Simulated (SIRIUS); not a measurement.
Consider a self-consistent single point of AlCo (P4mm, 2 atoms in the cell; from Materials Project mp-284, changed as shown).

```xyz
2
Lattice="2.8194 0.0000 0.0000 0.0000 2.8194 0.0000 0.0000 0.0000 2.8194" Properties=species:S:1:pos:R:3 pbc="T T T"
Al     0.0000     0.0000     0.0000
Co     1.4097     1.4897     1.4097
```

Level of theory: PBEsol, GBRV PBEsol ultrasoft pseudopotentials (plane waves; SIRIUS).

SIRIUS settings:

- parameters.ngridk: 10 10 10
- parameters.xc_functionals: [XC_GGA_X_PBE_SOL, XC_GGA_C_PBE_SOL]
- parameters.gk_cutoff: 6.325 1/bohr
- parameters.pw_cutoff: 14.143 1/bohr
- parameters.smearing: fermi_dirac
- parameters.smearing_width: 0.00367493 Ha
- potentials: GBRV PBEsol ultrasoft pseudopotentials
- parameters.electronic_structure_method: pseudopotential
- parameters.num_bands: 14
- parameters.num_mag_dims: 0
- parameters.num_dft_iter: 100
- parameters.energy_tol: 1e-07 Ha
- parameters.density_tol: 1e-06
- mixer.type: anderson
- mixer.beta: 0.5
- mixer.use_hartree: false

Problem. Estimate, at this level of theory: pressure and largest force (vector length).

Solution. The run gave:

| Property | Result |
|---|---|
| Pressure | 1.21 GPa |
| Largest force (vector length) | 0.642 eV/Å |

For comparison: a first run was changed to give this one (atom 2 moved by +0.08 angstrom along y), and from it to this one the free energy goes up by 12.8 meV/atom, the pressure goes from 0.68 to 1.21 GPa and the largest force goes from 0.000 to 0.642 eV/Å.

The run has no spin polarisation, so moments on Co cannot form. The structure comes from a collection of computed structures, made at another level of theory; the collection holds predicted forms beside known ones.

Cost on one core: around 22 core-seconds (rough).
